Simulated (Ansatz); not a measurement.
KRb₂TlF₆:
```cif
data_F6KRb2Tl
_chemical_formula_sum 'K1 Rb2 Tl1 F6'
_space_group_name_H-M_alt 'P 1'
_space_group_IT_number 1
_cell_length_a 6.56079
_cell_length_b 6.56079
_cell_length_c 6.56079
_cell_angle_alpha 60.000
_cell_angle_beta 60.000
_cell_angle_gamma 60.000
loop_
_space_group_symop_operation_xyz
  'x, y, z'
loop_
_atom_site_label
_atom_site_type_symbol
_atom_site_fract_x
_atom_site_fract_y
_atom_site_fract_z
_atom_site_occupancy
K1 K 0.50000 0.50000 0.50000 1
Rb1 Rb 0.75000 0.75000 0.75000 1
Rb2 Rb 0.25000 0.25000 0.25000 1
Tl1 Tl 0.00000 0.00000 0.00000 1
F1 F 0.76746 0.23254 0.23254 1
F2 F 0.23254 0.76746 0.76746 1
F3 F 0.23254 0.76746 0.23254 1
F4 F 0.76746 0.23254 0.76746 1
F5 F 0.23254 0.23254 0.76746 1
F6 F 0.76746 0.76746 0.23254 1
```

Relaxed with r²SCAN. DFT-r²SCAN in the program Ansatz with PAW potentials gives a gap of 4.50 eV.

Task: What gap does HSE06 give on the same cell (Ansatz, PAW)?

Result: 5.76 eV, 1.26 eV more. The hybrid was solved on a coarser mesh and at special points; the gap given is the minimum over both.

```
k  v1 r²SCAN  c1 r²SCAN    v1 HSE06    c1 HSE06
-  ---------  ---------  ----------  ----------
Γ      -0.25       4.50       -0.26        5.76
X      -0.25       5.14  (withheld)  (withheld)
L       0.00       5.24  (withheld)  (withheld)
W      -0.08       5.22  (withheld)  (withheld)
K      -0.12       5.21  (withheld)  (withheld)
```

Task: Top valence (v1) and lowest conduction level (c1) in eV from each method's valence maximum (which need not be a listed point): supply the withheld HSE06 values.

Result: 
- X, v1 HSE06: -0.27
- X, c1 HSE06: 6.49
- W, v1 HSE06: -0.09
- W, c1 HSE06: 6.57
- K, v1 HSE06: -0.12
- K, c1 HSE06: 6.56
- L, v1 HSE06: 0.00
- L, c1 HSE06: 6.58

Cost on shared cores: the r²SCAN run (SCF on a 5×5×5 mesh, then bands and DOS) very roughly 2.4 core-minutes, the HSE06 run (SCF on 3×3×3, then a few points) about 5 core-minutes (a rough figure); the tasks are unlike.

Space group Fm-3m. The workflow started from a Materials Project entry (that database holds measured and hypothetical structures alike); the Crystallography Open Database copy checked does not list it. Whether it is the stable phase at ambient conditions was not checked. The cell was relaxed with r²SCAN under the symmetry of its start; whether a distortion lowers the energy is not shown. Scalar-relativistic: spin–orbit coupling is off unless named, which matters more the heavier the elements.

Potentials: the later of the program's two PAW sets.
